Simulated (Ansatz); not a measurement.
## zincblende-structured IrP

Computed with Ansatz (plane waves, PAW, 420 eV cutoff): PBE, scalar-relativistic, no spin polarisation, Γ-centred 12×12×12 mesh, 0.05 eV Gaussian smearing; PAW files: Ansatz's generated set soft_2.

```yaml
crystal:
  lattice:
    - [0.00000, 2.62584, 2.62584]
    - [2.62584, 0.00000, 2.62584]
    - [2.62584, 2.62584, 0.00000]
  atoms:
    - { symbol: Ir, position: [0.00000, 0.00000, 0.00000] }
    - { symbol: P, position: [0.25000, 0.25000, 0.25000] }
```

The structure was built from a prototype; whether the compound forms in it isn't claimed.

Path: Γ–X–U | K–Γ–L–W–X, with Γ = (0.000, 0.000, 0.000), X = (-0.500, -0.500, 0.000), U = (-0.375, -0.375, 0.250), K = (-0.375, 0.000, 0.375), L = (0.000, 0.000, 0.500), W = (-0.500, -0.250, 0.250) in reciprocal vectors of the calculation's cell.

Problem. Is it a metal or an insulator, and if it has a gap, where are the band edges on this path?

Solution. A metal: bands cross the Fermi level.

Levels between -6 and 6 eV from the Fermi level at the path's named points:
| point | below E_F (eV) | above E_F (eV) |
| --- | --- | --- |
| Γ | -5.73 -5.73 -5.73 -2.81 -2.81 | 3.52 5.08 5.08 5.08 |
| X | -3.97 -3.97 -3.08 -2.00 -1.96 -0.42 -0.42 |  |
| U and K | -4.53 -4.38 -3.64 -2.51 -1.58 -0.06 | 0.88 |
| L | -5.27 -5.27 -2.44 -2.44 -2.06 | 2.35 2.35 4.74 |
| W | -5.82 -5.51 -4.20 -2.91 -2.67 -1.95 -0.51 | 1.17 |

Scalar-relativistic only: spin–orbit splittings of the heavy atoms' levels are missing.
